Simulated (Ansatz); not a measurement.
LiF:
```yaml
crystal:
  lattice:
    - [0.00000, 2.18190, 2.18190]
    - [2.18190, 0.00000, 2.18190]
    - [2.18190, 2.18190, 0.00000]
  atoms:
    - { symbol: Li, position: [0.00000, 0.00000, 0.00000] }
    - { symbol: F, position: [0.25000, 0.25000, 0.25000] }
```

Relaxed with PBE. Special points in fractions of this cell's reciprocal vectors: Γ (0.000, 0.000, 0.000); X (0.500, 0.000, 0.500); U (0.625, 0.250, 0.625); K (0.375, 0.375, 0.750); L (0.500, 0.500, 0.500); W (0.500, 0.250, 0.750).

**Question.** List the band energies nearest the valence-band maximum at these points for plane-wave PAW PBE (Ansatz code).

**Answer.** In eV from the valence-band maximum; about four levels below and three above (degenerate sets whole), none deeper than 8.9 eV; … stands for higher levels left out; points with the same levels are listed once.

```json
[
 {"k": "Γ", "below": "0.00 0.00 0.00", "above": "7.66 …"},
 {"k": "X", "below": "-1.33 -0.74 -0.74", "above": "10.47 …"},
 {"k": "U", "below": "-1.42 -0.90 -0.58", "above": "11.61 …"},
 {"k": "L", "below": "-1.86 -0.24 -0.24", "above": "11.65 …"},
 {"k": "W", "below": "-1.35 -0.89 -0.74", "above": "11.92 …"}
]
```

Space group F-43m (zinc blende). The start of the workflow was typed in or built on a structure type; neither database checked (COD, Materials Project) lists it. It is not the phase usual at ambient conditions (space group No. 225). The PBE relaxation kept the symmetry of its start; whether a distortion lowers the energy is not shown.

Potentials: the earlier of the program's two PAW sets.
